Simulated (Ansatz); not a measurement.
BRh:
```
CELL_PARAMETERS angstrom
      2.69192     0.00000     0.00000
      0.00000     2.69192     0.00000
      0.00000     0.00000     2.69192
ATOMIC_POSITIONS crystal
  Rh 0.00000 0.00000 0.00000
  B  0.50000 0.50000 0.50000
```

Relaxed with r²SCAN. Special points in fractions of this cell's reciprocal vectors: Γ (0.000, 0.000, 0.000); X (0.000, 0.500, 0.000); M (0.500, 0.500, 0.000); R (0.500, 0.500, 0.500).

**Question.** List the band energies nearest the Fermi level at these points for the program Ansatz at the r²SCAN level (PAW).

**Answer.** In eV from the Fermi level; about four levels below and three above (degenerate sets whole), none deeper than 8.9 eV; points with the same levels are listed once.

| k | below | above |
|---|---|---|
| Γ | -6.52 -6.52 -1.71 -1.71 -1.71 | 2.31 2.31 2.31 |
| X | -5.75 -4.60 -4.60 -1.46 | 0.67 7.47 7.47 |
| M | -4.34 -4.34 -3.29 -3.29 -0.12 | 3.48 4.62 7.69 |
| R | -8.62 -8.62 -8.62 -2.69 -0.01 -0.01 | 6.17 6.17 6.17 |

Space group Pm-3m (CsCl type). The cell is a constructed one: a structure type filled with these elements; neither database checked (COD, Materials Project) lists it. Its standing as an ambient phase is unchecked. The r²SCAN relaxation kept the symmetry of its start. At this level the phase is mechanically unstable. No spin polarisation was allowed. Spin–orbit coupling is left out wherever it is not named.

Potentials: the earlier of the program's two PAW sets. The files were generated under PBE; for other functionals the program regenerates the frozen cores, and for LDA and PBEsol the local potential too.
